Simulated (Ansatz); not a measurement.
**Sc on a Sr site in SrEuSi4, calculated**

All numbers are calculated (PBEsol, collinear spin, no spin-orbit coupling; Ansatz, PAW set soft_2, 420 eV, k-mesh 3×3×3), not measured.

The relaxed host crystal (no gap at this level of theory):

```cif
data_structure
_symmetry_space_group_name_H-M 'P 1'
_symmetry_Int_Tables_number 1
_cell_length_a 7.4662
_cell_length_b 7.4662
_cell_length_c 7.4662
_cell_angle_alpha 146.681
_cell_angle_beta 146.681
_cell_angle_gamma 47.837
_cell_volume 125.08
loop_
_atom_site_label
_atom_site_type_symbol
_atom_site_fract_x
_atom_site_fract_y
_atom_site_fract_z
_atom_site_occupancy
Eu1 Eu 0.25000 0.75000 0.50000 1
Si1 Si 0.66669 0.16669 0.50000 1
Si2 Si 0.58596 0.58596 0.00000 1
Si3 Si 0.83331 0.33331 0.50000 1
Si4 Si 0.41404 0.41404 0.00000 1
Sr1 Sr 0.00000 0.00000 0.00000 1
```

Supercell of 24 atoms, rows of the matrix [[1,0,0],[-2,0,-2],[0,2,2]] times the cell vectors; Sc on a Sr site at (0.000, 0.000, 0.000) in fractions of the cell above. Atoms are relaxed at the host's cell, from a start shaken by 0.03 Å near the defect. The cell loses 1 of its 4 Sr, so this is a heavily doped crystal.

Distances from the Sc atom (Å), by shell of the perfect crystal:

```csv
shell,perfect crystal,"relaxed, charge 0"
4 Si,3.12,3.04
8 Si,3.25,3.18
```

| charge | moment of the cell (μB) | moment on Sc (μB) | gap of the cell on the mesh (eV) |
| --- | --- | --- | --- |
| 0 | 27.66 | 0.01 | 0.00 |

Formation energy of the neutral defect: 0.26 eV, taking atoms from and to the elements' standard states (no corrections for gases), so it belongs to those chemical potentials alone.

Relaxed cell at charge 0:

```
SrEuSi4 Sc_Sr charge 0
1.0
    -2.1405    2.1405    6.8251
     0.0000   -8.5619    0.0000
     8.5619    0.0000    0.0000
Eu Si Sc Sr
4 16 1 3
Direct
  0.4998 0.6260 0.3733
  0.4951 0.6238 0.8746
  0.5042 0.1250 0.3754
  0.4995 0.1248 0.8746
  0.3291 0.3216 0.0813
  0.3321 0.3303 0.5833
  0.3294 0.8443 0.0807
  0.3329 0.8364 0.5848
  0.1715 0.2838 0.2894
  0.1691 0.2836 0.7952
  0.1708 0.8002 0.2892
  0.1677 0.7997 0.7949
  0.6662 0.4145 0.1638
  0.6669 0.4158 0.6690
  0.6690 0.9186 0.1556
  0.6702 0.9183 0.6791
  0.8312 0.2043 0.1992
  0.8301 0.2045 0.7153
  0.8287 0.7106 0.1989
  0.8274 0.7102 0.7148
  0.9991 0.9996 0.9998
  0.9937 0.9982 0.4981
  0.0049 0.5015 0.0011
  0.9997 0.4997 0.4997
```

Caveats: 4f shell without a U, which puts 4f levels too near the Fermi level; open f or d shells may hold a state above the lowest; small supercell, so energies and levels can be off by tenths of an eV; one random start near the defect, so other minima are possible.
